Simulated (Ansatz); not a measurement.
Cd:
```yaml
crystal:
  lattice:
    - [2.99763, 0.00000, 0.00000]
    - [0.00000, 2.99763, 0.00000]
    - [0.00000, 0.00000, 2.99763]
  atoms:
    - { symbol: Cd, position: [0.00000, 0.00000, 0.00000] }
```

Relaxed with PBE. Special points in fractions of this cell's reciprocal vectors: Γ (0.000, 0.000, 0.000); X (0.000, 0.500, 0.000); M (0.500, 0.500, 0.000); R (0.500, 0.500, 0.500).

Q: List the band energies nearest the Fermi level at these points for PBE in the plane-wave PAW code Ansatz.

A: In eV from the Fermi level; about four levels below and three above (degenerate sets whole), none deeper than 8.9 eV; … stands for higher levels left out; points with the same levels are listed once.

```csv
k,below,above
Γ,-8.12 -8.12 -8.12 -7.37,…
X,-8.50 -8.50 -8.08 -2.68 -1.98,…
M,-8.44 -8.44 -7.76,1.22 1.22 1.71
R,-7.74 -7.74,4.45 4.45 4.45
```

Space group Pm-3m (simple cubic). A made-up cell: these elements were put on the sites of a structure type; neither database checked (COD, Materials Project) lists it. It is not the phase usual at ambient conditions (space group No. 194). The PBE relaxation kept the symmetry of its start. At this level the phase is mechanically unstable. Spin–orbit coupling is left out wherever it is not named.

Potentials: the later of the program's two PAW sets.
